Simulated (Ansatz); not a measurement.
Starting cell, La2O3 (A-La2O3 type, space group P-3m1):

```
La2O3
1.0
    3.94027     0.00000     0.00000
   -1.97014     3.41238     0.00000
    0.00000     0.00000     6.18799
La O
2 3
Direct
  0.33333   0.66667   0.24739
  0.66667   0.33333   0.75261
  0.00000   0.00000   0.00000
  0.33333   0.66667   0.64528
  0.66667   0.33333   0.35472
```

In this cell atom 1 (La, nearest neighbour O at 2.370 Å; its periodic images, 3.9 Å or more away, move with it) is moved by s along Cartesian z, unit vector (0.000, 0.000, 1.000); all other atoms and the cell stay fixed.

Calculation: PBE (plane waves to 420 eV, PAW, scalar-relativistic; Ansatz, a program for electronic structure). k mesh 8×8×5 (Γ-centred), Fermi-Dirac smearing 0.05 eV. Left out: 1 of 11 points, with atoms too close for the PAW data. F∥ is the force on the atom along that direction. La2O3 is run without spin polarisation. La2O3 was relaxed with its symmetry unable to fall. 

```tsv
s (Å)	F∥ (eV/Å)
-0.470	4.084
-0.376	3.426
-0.282	2.713
-0.188	1.921
-0.094	1.024
0.000	-0.001
0.094	-1.190
0.188	-2.596
0.282	-4.297
0.376	-6.400
```

Task: What is the force constant k = d²E/ds² of this move at s = 0?

Result: 11.7 eV/Å². The forces along the line at the two nearest points give (1.024 − (-1.190)) / (2·0.094) = 11.78 eV/Å²; the next pair corrects for the finite step.

(For displaced atoms, the force is minus the slope of the energy, and its curvature is a force constant, which sets phonon frequencies.)
